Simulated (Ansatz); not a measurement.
Relaxed-ion elastic tensor of CeO₂ (rutile, P4_2/mnm) in GPa (Voigt order), DFT-r²SCAN in the program Ansatz with PAW potentials; density 6.05 g/cm³, 15.75 Å³ per atom.

|  | 1 | 2 | 3 | 4 | 5 | 6 |
|---|---|---|---|---|---|---|
| 1 | 136 | 130 | 133 | 0.0 | 0.0 | 0.0 |
| 2 | 130 | 136 | 133 | 0.0 | 0.0 | 0.0 |
| 3 | 133 | 133 | 344 | 0.0 | 0.0 | 0.0 |
| 4 | 0.0 | 0.0 | 0.0 | 56.5 | 0.0 | 0.0 |
| 5 | 0.0 | 0.0 | 0.0 | 0.0 | 56.5 | 0.0 |
| 6 | 0.0 | 0.0 | 0.0 | 0.0 | 0.0 | 122 |

Question: Is the crystal mechanically stable?

Answer: Yes: the smallest eigenvalue of C is 6.0 GPa.

Question: Work out the Voigt and Reuss bounds. Is their mean of use?

Answer: K_V = 157, K_R = 133; G_V = 61.7, G_R = 12.6 GPa. The bounds lie so far apart that a Hill average or a Debye temperature from it would say little.

The workflow started from a Materials Project entry (that database holds measured and hypothetical structures alike); the Crystallography Open Database copy checked does not list it. It is not the phase usual at ambient conditions (space group No. 225). Symmetry was held in the r²SCAN relaxation; its stability against distortions is not shown here. The run is not spin-polarised. The 4f shell is in the valence. No Hubbard U is applied. Spin–orbit coupling is left out wherever it is not named.

Potentials: the later of the program's two PAW sets.
